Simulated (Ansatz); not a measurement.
# One input, then a changed one: MgAu

First run: DFT, r2SCAN, PAW with Ansatz's default frozen-core files, scalar-relativistic (Ansatz 0.2.0).

Command: `ansatz run input.yaml --threads 1 --pin off --max-ram 2048MiB --backend cpu --events-out ev --progress --plain --runs-dir out` It took 4.4 s on 1 thread of INTEL(R) XEON(R) PLATINUM 8581C CPU @ 2.10GHz (Emerald Rapids), with other jobs on the host, peak memory 0.46 GiB.

```yaml
crystal:
  lattice:
    - [2.5085438207, 0.0, 0.0]
    - [0.0, 2.5085438207, 0.0]
    - [0.0, 0.0, 2.5085438207]
  atoms:
    - { symbol: Mg, position: [0.5, 0.5, 0.5] }
    - { symbol: Au, position: [0.0, 0.0, 0.0] }
kpoints:
  mp_grid: { grid: [11, 11, 11] }
  band_path:
    path:
      - [0.0, 0.0, 0.0]
      - [0.0, 0.5, 0.0]
      - [0.5, 0.5, 0.0]
      - [0.0, 0.0, 0.0]
      - [0.5, 0.5, 0.5]
      - [0.0, 0.5, 0.0]
      - [0.5, 0.5, 0.5]
      - [0.5, 0.5, 0.0]
    npoints: 6
scf:
  occupations: { method: fermi_dirac, width: 0.05 }
hamiltonian:
  xc: r2scan
  pseudopotentials: { kind: paw }
output:
  forces: true
  stress: true
  eigenvalues: true
  efg: { contact_densities: true }
  populations: true
```

The base volume is that of a database entry, so it needn't be at zero pressure; the structure needn't be the stable phase, at rest or compressed.

This run: volume at 0.45 of the series' base cell.

It converges in 6 SCF iterations at a pressure of 493.2 GPa, cutoff 500 eV.

The input is then changed:

```diff
   pseudopotentials: { kind: paw }
+  hubbard: { sites: [{ species: Au, l: d, u_eff: 8.0 }], double_counting: fll }
 output:
   populations: true
+  write_density: true
+  write_potential: true
+  elf: true
+  volumetric_format: npy
```

Q: What does the second run give?

A: It converges in 7 SCF iterations at a pressure of 493.3 GPa, cutoff 500 eV. More than one line changes, and not each need have an effect. Results part of its log:
```
SCF 1 converged in 7 iterations: F = -15076.630797 eV  dr2 = 1.89e-8
  greatest PAW one-centre occupation: 1.004 electrons in one spin orbital (limit 2), on the Au atom at site 1 (counted from 0), in its partial waves of l = 1
NSCF: frozen V_eff on 43 k-points
SCF converged after 7 iterations
Free energy (F): -15076.630797 eV
Harris-Foulkes:  -15076.630797 eV  (|F-HF|=1.05e-8)
Internal energy: -15076.627713 eV  (E = F + TS)
E sigma→0 (E₀):  -15076.629255 eV
Entropy (-TS):   -0.003084 eV (-1.542 meV/atom)
Fermi energy:    37.130625 eV
--- Per-component energies (eV) ---
  E_band       = -134.506115
  E_kinetic    = 733.409997
  E_local      = -1887.028328  (includes V_loc(G=0)·N_el)
  E_nonlocal   = 172.877404
  E_hartree    = 821.004411
  E_xc         = -264.172448
  E_vxc        = -374.548010  (∫ρ·V_xc dr)
  E_hubbard    = 0.565185  (on-site DFT+U / exact-exchange correction)
  E_vhub       = -38.295994  (the Hubbard potential's part of the band-sum identity)
  E_paw        = -10024.353475  (= ΣΔE_a)
  E_vpaw       = -408.400728  (= ΣTr[D̂ρ^β])
  E_aug_tail   = 0.000755  (compensation charges beyond the density's cutoff)
  E_vtau       = 25.463869  (kinetic-family band-sum trace: ∫τ·v_τ [+ j·A + Jᵃ·Aᵃ] dr)
  E_ewald      = -4628.728682
  E_core_change = -0.202532  (= ΣΔE_core)
[... lines left out ...]
  Σ components = -15076.630797   (vs F -15076.630797, Δ=0.00e0)
--- Forces (eV/Å), atoms counted from 1 ---
  atom   1  Mg     0.00000000     0.00000000     0.00000000
  atom   2  Au    -0.00000000     0.00000000     0.00000000
  max |Σ_I F_I| component: 4.31e-29 eV/Å
--- Stress (GPa, compression-positive) ---
      493.257852      -0.000000      -0.000000
       -0.000000     493.257852       0.000000
        0.000000       0.000000     493.257852
  P = ⅓ Tr σ = 493.2579 GPa (4932.579 kbar)
--- PAW observables at the nuclei: V_zz in 10²¹ V/m², potentials from the cell's mean, atoms counted from 1 ---
  atom   1  Mg V_zz =    -0.000000   η = 0.0000   by run symmetry: forbidden
            electrostatic potential = -1135.710881 V   contact ρ = 7790.926369 e/Å³
  atom   2  Au V_zz =    +0.000000   η = 0.0000   by run symmetry: forbidden
            electrostatic potential = -16477.678886 V   contact ρ = 13073520.313116 e/Å³
--- Band table (eV; the first three rows and the last of 56) ---
  k-point 0: bands = ["-75.0972", "-44.0179", "-25.9973", "-25.9973", "-25.9973", "-9.0107", "-9.0107", "-9.0107", "18.6162", "18.6162", "19.1361", "25.7567", "25.7567", "25.7567", "45.1395", "45.1395", "45.1395", "49.0393", "49.0393"]
  k-point 1: bands = ["-75.0939", "-44.0169", "-26.0532", "-25.9917", "-25.9917", "-9.0414", "-9.0158", "-9.0158", "18.6968", "18.8224", "19.4838", "25.5125", "25.5125", "25.7895", "43.8274", "45.4635", "45.4635", "47.9085", "50.0841"]
  k-point 2: bands = ["-75.0869", "-44.0143", "-26.1987", "-25.9766", "-25.9766", "-9.1234", "-9.0294", "-9.0294", "18.9198", "19.1469", "20.7558", "24.9042", "24.9042", "25.8786", "41.4417", "45.7559", "46.2278", "46.2278", "51.6925"]
  k-point 55: bands = ["-74.9805", "-43.9419", "-26.4990", "-26.4973", "-26.4973", "-9.3971", "-9.3971", "-9.3832", "19.5769", "19.6437", "19.6437", "28.3255", "28.3255", "36.8802", "38.4069", "38.4069", "46.6073", "48.5712", "49.8021"]
Occupation matrices written to <dir>
--- Löwdin populations: 2 sites ---
  site symbol       q [e]
     0     Mg      9.0934
     1     Au     19.2754
  spilling = 0.021766 (of n_electrons = 29.000000)
```
